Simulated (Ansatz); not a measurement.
The elements of this relaxed trial crystal are hidden behind letters.

```
lattice vectors (Å)
  -1.5813    1.5813   10.2762
   1.5813   -1.5813   10.2762
   1.5813    1.5813  -10.2762
fractional positions
X 0.6907 0.6907 0.0000
X 0.5000 0.5000 0.0000
X 0.3093 0.3093 0.0000
Z 0.0957 0.0957 0.0000
Z 0.9043 0.9043 0.0000
```

Method: Ansatz, DFT PBE, scalar-relativistic, plane waves, PAW. Cutoff 420 eV, Γ-centred 16×16×16 mesh (5-atom cell), Gaussian smearing of 0.10 eV, no spin polarisation.

- Space group: I4/mmm (No. 139)
- Conventional cell: a = 3.163 Å, c = 20.552 Å
- Volume per atom: 20.56 Å³
- Density: 3.05 g/cm³
- Formation energy: −0.36 eV/atom
- Gap on the 16×16×16 mesh of the 5-atom cell: 0 eV (a metal)

Energies are uncorrected and count from the elements' standard states at the same level.

**Question.** X is a d-block element of period 4 and Z is a p-block element of period 3. Which elements are they?

**Answer.** X = Sc, Z = Al, so the formula is Sc3Al2. Density times volume gives a mean mass of 3.05 × 20.56/1.6605 = 37.8 u per atom, and this set has 37.8 u. Among the elements that the hints allow, noble gases aside, only these give it. Sc on a site of symmetry 4mm is surrounded by 4 Al at 2.97 Å and 8 Sc at 3.16–3.31 Å; around Sc on a site of symmetry 4/mmm lie 8 Al at 2.98 Å and 4 Sc at 3.16 Å; Al has 8 Sc at 2.97–2.98 Å and 4 Al at 3.16 Å.

A structure relaxed within its symmetry needn't be a true minimum.
